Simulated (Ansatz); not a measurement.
Input file for Ansatz (a first-principles code):

Ansatz 0.2 input:
```yaml
crystal:
  lattice:
    - [0.0, 2.847819295, 2.847819295]
    - [2.847819295, 0.0, 2.847819295]
    - [2.847819295, 2.847819295, 0.0]
  atoms:
    - { symbol: Sb, position: [0.0, 0.0, 0.0] }
    - { symbol: Ga, position: [0.5, 0.5, 0.5] }
kpoints:
  mp_grid: { grid: [26, 26, 26] }
hamiltonian:
  xc: pbesol
  pseudopotentials: { kind: paw }
scf:
  occupations: { method: fermi_dirac, width: 0.1 }
elastic: { mode: relaxed_ion, stencil: two_point, amplitude: 0.005, f_tol: 0.0005 }
```

Output (shortened):

```
Pseudopotential: Sb, paw, valence charge 15
Pseudopotential: Ga, paw, valence charge 13
Functional definition: PBEsol
Crystal: 2 atoms, lattice volume = 46.192 Å³
Basis set: ecut = 420 eV, 893 PW (Γ), exchange–correlation on 54×54×54 points (8 copies of the dense FFT grid, shifted against one another)
Bands: 18, of which v1, the nominal top of the filled ones, is band 14 counted from 1 (13 counted from 0)
Symmetry: 48 space group operations
Space group: Fm-3m (ITA 225), of the structure as read, at distance tolerance 3.6e-5 Å
k-points: 511 of 17576
SCF 1 converged in 11 iterations: F = -10151.254966 eV  dr2 = 2.72e-14
Crystal: 2 atoms, lattice volume = 45.961 Å³
Symmetry: 16 space group operations
k-points: 1330 of 17576
SCF 2 converged in 10 iterations: F = -10151.254321 eV  dr2 = 1.37e-14
Crystal: 2 atoms, lattice volume = 46.423 Å³
Basis set: ecut = 420 eV, 909 PW (Γ), exchange–correlation on 54×54×54 points (8 copies of the dense FFT grid, shifted against one another)
SCF 3 converged in 8 iterations: F = -10151.254648 eV  dr2 = 2.22e-14
Crystal: 2 atoms, lattice volume = 46.192 Å³
Symmetry: 8 space group operations
k-points: 2471 of 17576
SCF 4 converged in 9 iterations: F = -10151.254940 eV  dr2 = 9.36e-15
Crystal: 2 atoms, lattice volume = 46.192 Å³
SCF 5 converged in 7 iterations: F = -10151.254940 eV  dr2 = 5.10e-14
SCF converged after 11 iterations
Free energy (F): -10151.254966 eV
Harris-Foulkes:  -10151.254966 eV  (|F-HF|=1.82e-12)
Internal energy: -10151.221023 eV  (E = F + TS)
E sigma→0 (E₀):  -10151.237994 eV
Entropy (-TS):   -0.033943 eV (-16.971 meV/atom)
Fermi energy:    10.260916 eV
--- Per-component energies (eV) ---
  E_band       = -187.373196
  E_kinetic    = 323.456143
  E_local      = -3337.846899  (includes V_loc(G=0)·N_el)
  E_nonlocal   = 788.620130
  E_hartree    = 1548.137185
  E_xc         = -206.637161
  E_vxc        = -155.460253  (∫ρ·V_xc dr)
  E_paw        = -6447.405930  (= ΣΔE_a)
  E_vpaw       = -902.416582  (= ΣTr[D̂ρ^β])
  E_aug_tail   = -0.000111  (compensation charges beyond the density's cutoff)
  E_ewald      = -2820.739215
  E_core_change = 1.194835  (= ΣΔE_core)
  E_smearing   = -0.033943  (= −TS)
  E_closure    = 0.000000  (closes the sum)
  Σ components = -10151.254966   (vs F -10151.254966, Δ=0.00e0)
--- Forces (eV/Å), atoms counted from 1 ---
  atom   1  Sb     0.00000000     0.00000000     0.00000000
  atom   2  Ga     0.00000000     0.00000000     0.00000000
  max |Σ_I F_I| component: 0.0 eV/Å
--- Stress (GPa, compression-positive) ---
        0.106506       0.000000       0.000000
        0.000000       0.106506       0.000000
        0.000000       0.000000       0.106506
  P = ⅓ Tr σ = 0.1065 GPa (1.065 kbar)
--- Band table (eV; the first three rows and the last of 511) ---
  k-point 0: bands = ["-18.5158", "-18.5158", "-18.5023", "-18.5023", "-18.5023", "-4.5357", "-4.5357", "-4.5163", "-4.5163", "-4.5163", "-1.8856", "10.4406", "10.4414", "10.4414", "10.4414", "16.6232", "16.6232", "16.6232"]
  k-point 1: bands = ["-18.5158", "-18.5158", "-18.5023", "-18.5022", "-18.5022", "-4.5360", "-4.5360", "-4.5163", "-4.5161", "-4.5161", "-1.8661", "9.7781", "10.4400", "10.4400", "11.0500", "16.4822", "16.4822", "16.4863"]
  k-point 2: bands = ["-18.5158", "-18.5158", "-18.5022", "-18.5019", "-18.5019", "-4.5371", "-4.5371", "-4.5165", "-4.5156", "-4.5156", "-1.8076", "9.0799", "10.4367", "10.4367", "11.5832", "16.1446", "16.1446", "16.2461"]
  k-point 510: bands = ["-18.5199", "-18.5120", "-18.4989", "-18.4966", "-18.4885", "-4.6083", "-4.5462", "-4.5139", "-4.5091", "-4.4894", "1.6575", "4.3740", "5.8766", "6.1858", "12.3407", "13.8940", "16.5866", "17.5430"]
--- Elastic constants: 2 strain directions × 2 members + reference (group order 48) ---
  dense FFT box of the reference and of every strained cell: 27×27×27
  strains applied: 11, 23; error gains: componentwise 1.00 (the most a stress slope's error grows in a printed constant), spectral 1.73 (1 for all six strains …
  C = ∂σ_k/∂η_j (tension-positive GPa; Voigt order 11 22 33 23 13 12):
       133.892     30.311     30.311      0.000      0.000      0.000
        30.311    133.892     30.311      0.000      0.000      0.000
        30.311     30.311    133.892      0.000      0.000      0.000
         0.000      0.000      0.000      7.469      0.000      0.000
         0.000      0.000      0.000      0.000      7.469      0.000
         0.000      0.000      0.000      0.000      0.000      7.469
  reference stress σ⁰ (GPa):     -0.107     -0.107     -0.107      0.000      0.000      0.000
  moduli (Voigt/Reuss/Hill, GPa): K = 64.84/64.84/64.84   G = 25.20/11.36/18.28   E = 50.12   ν = 0.371
  mechanically stable: yes (min eigenvalue of sym C = 7.47 GPa)
  strain η (Voigt 11):  stress-route row diagonal C_11 = 133.89 GPa, energy-path curvature d²(F+E_count+ΔE)/dδ²/Ω₀ = 133.89 GPa
         δ    σ_11 (GPa)             F (eV)   n_scf  n_hpsi   n_pw
    -5.000e-3      -0.7968      -10151.2543208      10  527936    930   relax 0 steps, max|allowed force component| 0.0 eV/Å
     5.000e-3       0.5421      -10151.2546483       8  424467    934   relax 0 steps, max|allowed force component| 0.0 eV/Å
  strain η (Voigt 23):  stress-route row diagonal C_44 = 7.47 GPa, energy-path curvature d²(F+E_count+ΔE)/dδ²/Ω₀ = 7.57 GPa
         δ    σ_23 (GPa)             F (eV)   n_scf  n_hpsi   n_pw
    -5.000e-3      -0.0373      -10151.2549401       9  918515    934   relax 0 steps, max|allowed force component| 0.0 eV/Å
     5.000e-3       0.0373      -10151.2549401       7  832855    934   relax 0 steps, max|allowed force component| 0.0 eV/Å
```

Cost: about 7 core-minutes (a rough figure) on shared cores.

The start of the workflow was typed in or built on a structure type; neither database checked (COD, Materials Project) lists it. It is not the phase usual at ambient conditions (space group No. 216). The PBEsol relaxation kept the symmetry of its start; of distortions, only those at the zone centre were tested. As this level gives no gap, shear constants depend on the k-mesh and smearing (Fermi–Dirac, 0.1 eV here). Spin–orbit coupling is left out wherever it is not named.

Potentials: the later of the program's two PAW sets.

Ansatz is a plane-wave DFT program.
